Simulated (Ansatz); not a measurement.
Relaxed P (space group Cmce):

```yaml
crystal:
  lattice:
    - [1.65499, -5.08255, 0.00000]
    - [1.65499, 5.08255, 0.00000]
    - [0.00000, 0.00000, 8.24745]
  atoms:
    - { symbol: P, position: [0.89349, 0.10651, 0.21459] }
    - { symbol: P, position: [0.89349, 0.10651, 0.71459] }
    - { symbol: P, position: [0.10651, 0.89349, 0.28541] }
    - { symbol: P, position: [0.10651, 0.89349, 0.78541] }
    - { symbol: P, position: [0.60651, 0.39349, 0.46459] }
    - { symbol: P, position: [0.60651, 0.39349, 0.96459] }
    - { symbol: P, position: [0.39349, 0.60651, 0.03541] }
    - { symbol: P, position: [0.39349, 0.60651, 0.53541] }
```

The atoms are displaced by Q × the pattern below (from a DFPT mode at Z = (0.0, 0.0, 0.5), largest move 1; Q in Å), at fixed cell. It is one choice among 2 degenerate patterns. (q is in reciprocal vectors of the primitive cell; the cell shown is doubled to hold the pattern.)

```csv
atom,x,y,z
P1,-1.000,0.000,0.000
P2,1.000,0.000,0.000
P3,0.113,0.000,0.000
P4,-0.113,0.000,0.000
P7,0.994,0.000,0.000
P8,-0.994,0.000,0.000
```

Atoms not listed stay in place.

These are LDA (plane waves to 420 eV, PAW, scalar-relativistic; Ansatz, an electronic-structure program) values and carry that method's errors. k mesh 15×15×6 (Γ-centred), Fermi-Dirac smearing 0.05 eV. E stands for the smeared free energy. With partly filled bands, energies and forces of such displacements shift with the k mesh and the smearing. P was relaxed with its symmetry unable to fall. The relaxed volume of P is well below the measured one. The zero of ΔE is the undisplaced structure.

```tsv
Q (Å)	ΔE (meV/cell)
-0.180	1259
-0.120	562
-0.060	141
0.000	0
0.060	141
0.120	562
0.180	1259
```

Task: Which DFPT wavenumber at Z = (0.0, 0.0, 0.5) belongs to this mode?
A) 414 cm⁻¹
B) 74 cm⁻¹
C) 146 cm⁻¹

Result: A, 414 cm⁻¹. The curvature of the scan gives 414 cm⁻¹

(A displaced cell: forces are minus the slopes of the energy, force constants its curvatures, and phonons follow from these.)
